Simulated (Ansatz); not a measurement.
Here is an unrelaxed guess for CdTe4.

```cif
data_structure
_symmetry_space_group_name_H-M 'I4/mmm'
_symmetry_Int_Tables_number 139
_cell_length_a 5.4374
_cell_length_b 5.4374
_cell_length_c 10.2807
_cell_angle_alpha 90.000
_cell_angle_beta 90.000
_cell_angle_gamma 90.000
_cell_volume 303.95
loop_
_atom_site_label
_atom_site_type_symbol
_atom_site_symmetry_multiplicity
_atom_site_Wyckoff_symbol
_atom_site_fract_x
_atom_site_fract_y
_atom_site_fract_z
_atom_site_occupancy
Cd1 Cd 2 a 0.00000 0.00000 0.00000 1
Te1 Te 4 e 0.00000 0.00000 0.24500 1
Te2 Te 4 c 0.00000 0.50000 0.00000 1
```

Level of theory: DFT PBE, scalar-relativistic, plane waves, PAW in Ansatz 0.2.0. Cutoff 420 eV; k points 4×4×4 on the computed 5-atom cell (Γ-centred); Gaussian smearing, width 0.10 eV; no spin polarisation.

The zero of energy is the elements' standard structures at the same level; no fitted shifts are applied.

Q: What does a single point on this coarse mesh give?

A: The pressure is 7.5 GPa (the mean over three directions, positive in compression), the largest force is 2.95 eV/Å, and the energy is +0.68 eV/atom against the elements. The shortest distance is 2.52 Å.

Q: Is it a good guess?

A: A rough one: relaxing gains about 0.54 eV/atom (the start's value is from the coarse mesh, so the gain is rough) in 13 ionic steps and ends at +0.14 eV/atom on the finer mesh. The symmetry stays I4/mmm (No. 139). The volume per atom grows by 3.8 %, from 30.4 to 31.5 Å³. The shortest distance goes from 2.52 Å (Cd–Te) to 2.93 Å (Cd–Te). The ratio c/a of the conventional cell changes by a factor of 0.83. Conventional cell: a = 5.865 Å, c = 9.170 Å. Cd is surrounded by 6 Te at 2.93–3.07 Å; around Te on a site of symmetry 4mm lie 1 Te at 3.03 Å, 1 Cd at 3.07 Å and 4 Te at 3.30 Å; around Te on a site of symmetry mmm lie 2 Cd at 2.93 Å and 4 Te at 3.30 Å.

The last run used a 10×10×10 mesh for its 5-atom cell and Gaussian smearing of 0.10 eV. Spin–orbit coupling, which can matter for Te, is left out. The reference form of Te is held partly by dispersion forces, which this level lacks. The relaxation can't lower the symmetry of the start, and the grade says only how near the guess is to its own end. A structure relaxed within its symmetry needn't be a true minimum. Another cell of CdTe4 relaxed alike, in P4/mmm, lies 89 meV/atom lower, so this cell isn't the stable form at this level.
